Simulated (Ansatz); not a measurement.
**Structure relaxation, WC**

The start is a generated trial cell of WC in the NbAs structure type. Cell shape, volume and atoms are optimised at zero target pressure with PBE (plane waves to 420 eV, PAW, scalar-relativistic; Ansatz, a quantum-chemistry and plane-wave program). The first steps use a coarse 11×11×11 k-mesh.

The start:
```
CELL_PARAMETERS angstrom
     -1.40776     1.40776     4.76599
      1.40776    -1.40776     4.76599
      1.40776     1.40776    -4.76599
ATOMIC_POSITIONS crystal
  W  0.50000 0.50000 0.00000
  W  0.25000 0.75000 0.50000
  C  0.91600 0.91600 0.00000
  C  0.66600 0.16600 0.50000
```

What pressure does the first self-consistent step give?

+52 GPa (positive: the cell is compressed).

How does the volume change?

+11.4 %, from 9.45 to 10.52 Å³/atom.

How do the shortest distances between atoms change?

The closest pairs of elements (up to four, under 3.6 Å), start → end: C–W 2.12 → 2.20 Å; C–C 2.77 → 2.88 Å; W–W 2.77 → 2.88 Å.

Is the relaxed structure metallic? Give its gap.

No gap (metallic).

Give the final cell and atomic positions.


```cif
data_C4W4
_chemical_formula_sum 'W4 C4'
_space_group_name_H-M_alt 'I41md'
_space_group_IT_number 109
_space_group_name_Hall 'I 4bw -2'
_cell_length_a 2.88373
_cell_length_b 2.88373
_cell_length_c 10.11925
_cell_angle_alpha 90.000
_cell_angle_beta 90.000
_cell_angle_gamma 90.000
loop_
_atom_site_label
_atom_site_type_symbol
_atom_site_symmetry_multiplicity
_atom_site_Wyckoff_symbol
_atom_site_fract_x
_atom_site_fract_y
_atom_site_fract_z
_atom_site_occupancy
W1 W 4 a 0.00000 0.00000 0.74928 1
C1 C 4 a 0.00000 0.00000 0.16672 1
```
(The calculation used a cell of 4 atoms; values per cell refer to that cell.)

The space group stays I4₁md (No. 109) (the run could not lower it), with 4 atoms in the primitive cell. Final values are on a 23×23×23 k-mesh of the relaxed cell. No spin polarisation in the result.

The run could not lose the symmetry of its start: the end is stationary, and may be a saddle point rather than a minimum.

The relaxed structure here is a generated cell of WC: the first start was made by placing the elements on the sites of a structure type, and the end was not matched to a known phase here, so it may be hypothetical. Known forms of WC include space group No. 187.
